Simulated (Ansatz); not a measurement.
A relaxation computed with Ansatz, from input to last step.

```yaml
crystal:
  lattice:
    - [3.3664529928, 0.0, 0.0]
    - [0.0, 3.3664529928, 0.0]
    - [0.0, 0.0, 4.4124580299]
  atoms:
    - { symbol: Ca, position: [0.5, 0.5, 0.5] }
    - { symbol: Hf, position: [0.0, 0.0, 0.0] }
basis:
  ecutwfc: 420
kpoints:
  mp_grid: { grid: [6, 6, 4] }
hamiltonian:
  xc: pbe
scf:
  occupations: { method: gaussian, width: 0.1 }
  lower_state_search: "off"
output:
  forces: true
  stress: true
  eigenvalues: true
relax:
  adjacent_minimum: "off"
  f_tol: 0.04
  max_steps: 70
  cell: { stress_tol: 0.4 }
```

```bash
ansatz run input.yaml --threads 1 --pin off --max-ram 2560MiB --backend cpu --events-out ev --progress --plain --runs-dir out
```

Theory: DFT PBE, scalar-relativistic, plane waves, PAW (Ansatz 0.2.0).

Of 9 frames 8 are shown, positions in Å and forces in eV/Å; the SCF threshold varies from step to step. Steps run on the plane waves of an earlier cell, with a Pulay correction in the pressure. The basis is chosen afresh for the last frame, the zero of the energies, and at times for earlier ones too; energy and pressure step there, also at an unchanged geometry. Here that happened at step 7 (-3 meV/atom, 0.2 GPa); the frames before carry an error of that size.

```xyz
2
Lattice="3.3665 0.0000 0.0000 0.0000 3.3665 0.0000 0.0000 0.0000 4.4125" Properties=species:S:1:pos:R:3:forces:R:3 pbc="T T T" step=1 free_energy_over_end_meV_per_atom=133.25 pressure_GPa=5.71
Ca    1.6832    1.6832    2.2062    0.0000    0.0000    0.0000
Hf    0.0000    0.0000    0.0000    0.0000    0.0000    0.0000
2
Lattice="3.4086 0.0000 0.0000 0.0000 3.4086 0.0000 0.0000 0.0000 4.6313" Properties=species:S:1:pos:R:3:forces:R:3 pbc="T T T" step=2 free_energy_over_end_meV_per_atom=68.89 pressure_GPa=1.61
Ca    1.7043    1.7043    2.3157    0.0000    0.0000    0.0000
Hf    0.0000    0.0000    0.0000    0.0000    0.0000    0.0000
2
Lattice="3.3813 0.0000 0.0000 0.0000 3.3813 0.0000 0.0000 0.0000 4.8458" Properties=species:S:1:pos:R:3:forces:R:3 pbc="T T T" step=3 free_energy_over_end_meV_per_atom=36.23 pressure_GPa=0.17
Ca    1.6906    1.6906    2.4229    0.0000    0.0000    0.0000
Hf    0.0000    0.0000    0.0000    0.0000    0.0000    0.0000
2
Lattice="3.3199 0.0000 0.0000 0.0000 3.3199 0.0000 0.0000 0.0000 5.0609" Properties=species:S:1:pos:R:3:forces:R:3 pbc="T T T" step=4 free_energy_over_end_meV_per_atom=13.47 pressure_GPa=-0.29
Ca    1.6600    1.6600    2.5305    0.0000    0.0000    0.0000
Hf    0.0000    0.0000    0.0000    0.0000    0.0000    0.0000
2
Lattice="3.2391 0.0000 0.0000 0.0000 3.2391 0.0000 0.0000 0.0000 5.2767" Properties=species:S:1:pos:R:3:forces:R:3 pbc="T T T" step=5 free_energy_over_end_meV_per_atom=3.64 pressure_GPa=-0.33
Ca    1.6196    1.6196    2.6384    0.0000    0.0000    0.0000
Hf    0.0000    0.0000    0.0000    0.0000    0.0000    0.0000
2
Lattice="3.2485 0.0000 0.0000 0.0000 3.2485 0.0000 0.0000 0.0000 5.2292" Properties=species:S:1:pos:R:3:forces:R:3 pbc="T T T" step=6 free_energy_over_end_meV_per_atom=3.21 pressure_GPa=-0.09
Ca    1.6242    1.6242    2.6146    0.0000    0.0000    0.0000
Hf    0.0000    0.0000    0.0000    0.0000    0.0000    0.0000
2
Lattice="3.2485 0.0000 0.0000 0.0000 3.2485 0.0000 0.0000 0.0000 5.2292" Properties=species:S:1:pos:R:3:forces:R:3 pbc="T T T" step=7 free_energy_over_end_meV_per_atom=0.43 pressure_GPa=0.10
Ca    1.6242    1.6242    2.6146    0.0000    0.0000    0.0000
Hf    0.0000    0.0000    0.0000    0.0000    0.0000    0.0000
2
Lattice="3.2389 0.0000 0.0000 0.0000 3.2389 0.0000 0.0000 0.0000 5.2638" Properties=species:S:1:pos:R:3:forces:R:3 pbc="T T T" step=9 free_energy_over_end_meV_per_atom=0.00 pressure_GPa=0.03
Ca    1.6195    1.6195    2.6319    0.0000    0.0000    0.0000
Hf    0.0000    0.0000    0.0000    0.0000    0.0000    0.0000
```

The start puts this composition into another compound's structure type, which needn't suit it. At the end the space group is P4/mmm (tolerance 0.05 Å).

It took 18 s on 1 thread of Intel(R) Xeon(R) Platinum 8375C CPU @ 2.90GHz (Ice Lake), with other jobs on the host, peak memory 0.4 GiB.

The k mesh is coarse. Spin–orbit coupling is left out, which can shift energies with elements as heavy as these.